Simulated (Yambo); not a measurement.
Yambo run on LiNbF₆ (space group R-3, No. 148). The wavefunctions come from this Quantum ESPRESSO step (LDA, PseudoDojo standard norm-conserving files, scalar-relativistic):

```
&CONTROL
  calculation = 'nscf'
  pseudo_dir = './pseudo'
  outdir = './out'
/
&SYSTEM
  ibrav = 0
  nat = 8
  ntyp = 3
  ecutwfc = 84.0
  ecutrho = 336.0
  occupations = 'fixed'
  force_symmorphic = .true.
  nbnd = 160
/
&ELECTRONS
  conv_thr = 8e-09
  diago_full_acc = .true.
  diago_thr_init = 1e-08
/
ATOMIC_SPECIES
Li 6.9400 Li.upf
F 18.9984 F.upf
Nb 92.9064 Nb.upf
CELL_PARAMETERS angstrom
  2.557315106000   1.476466565000   4.557003000000
 -2.557315106000   1.476466565000   4.557003000000
  0.000000000000  -2.952933130000   4.557003000000
ATOMIC_POSITIONS crystal
Li   0.500000000000   0.500000000000   0.500000000000
F   0.246753000000   0.871850000000   0.636450000000
F   0.753247000000   0.128150000000   0.363550000000
F   0.871850000000   0.636450000000   0.246753000000
F   0.128150000000   0.363550000000   0.753247000000
F   0.636450000000   0.246753000000   0.871850000000
F   0.363550000000   0.753247000000   0.128150000000
Nb   0.000000000000   0.000000000000   0.000000000000
K_POINTS automatic
2 2 2 0 0 0
```

Yambo input:

```
rim_cut
gw0
dyson
el_el_corr
HF_and_locXC
ppa
em1d
RandQpts= 1000000
RandGvec= 1 Ry
EXXRLvcs= 84 Ry
VXCRLvcs= 336 Ry
Chimod= "HARTREE"
% BndsRnXp
 2 | 159 |
%
NGsBlkXp= 7 Ry
% LongDrXp
 1.0 | 1.0 | 1.0 |
%
PPAPntXp= 27.2114 eV
% GbndRnge
 1 | 159 |
%
GTermKind= "BG"
DysSolver= "n"
ExtendOut
% QPkrange
 1 | 1 | 29 | 30 |
 2 | 2 | 29 | 30 |
 3 | 3 | 29 | 30 |
 4 | 4 | 29 | 30 |
%
```

k points by index: 1 = Γ, 2 = L, 3 = F, 4 = Z.

Resulting energies as the program prints them:

```
#    K-point    Band    Eo [eV]    E [eV]    E-Eo [eV]    Vxc [eV]    Vnlxc [eV]    Sc|Eo [eV]    Sc|E [eV]    dSc/dw|Eo [eV]    Re(Z)    Im(Z)
#
    1    29    0.000000    -1.920060    -1.920060    -22.55946    -30.22485    5.246578    5.745324    -7.067714    0.793816    -0.001327
    1    30    5.384948    7.708575    2.323627    -18.64015    -12.37239    -3.478317    -3.944126    -5.454682    0.833015    -0.001235
    2    29    -0.054625    -1.980209    -1.925584    -22.47958    -30.14862    5.243243    5.743456    -7.068165    0.793806    -0.001325
    2    30    5.293486    7.587329    2.293843    -18.47440    -12.24623    -3.478155    -3.934324    -5.411150    0.834127    -0.001233
    3    29    -0.020966    -1.929943    -1.908977    -22.55359    -30.21224    5.253766    5.749673    -7.068268    0.793804    -0.001323
    3    30    5.373069    7.663042    2.289973    -18.74240    -12.57804    -3.413462    -3.874387    -5.476789    0.832451    -0.001304
    4    29    -0.135604    -2.060509    -1.924905    -22.35272    -29.99339    5.215493    5.715767    -7.071494    0.793729    -0.001362
    4    30    5.427407    7.732142    2.304735    -18.71756    -12.55318    -3.396589    -3.859646    -5.466899    0.832704    -0.001253
```
(The two width columns are left out.) Convergence of these settings isn't established.

Spin-orbit coupling is not included.

Geometry of the Materials Project entry, not relaxed at this level.

The structure is a Materials Project entry; no match was found in the copy of COD used, and its stability was not checked.
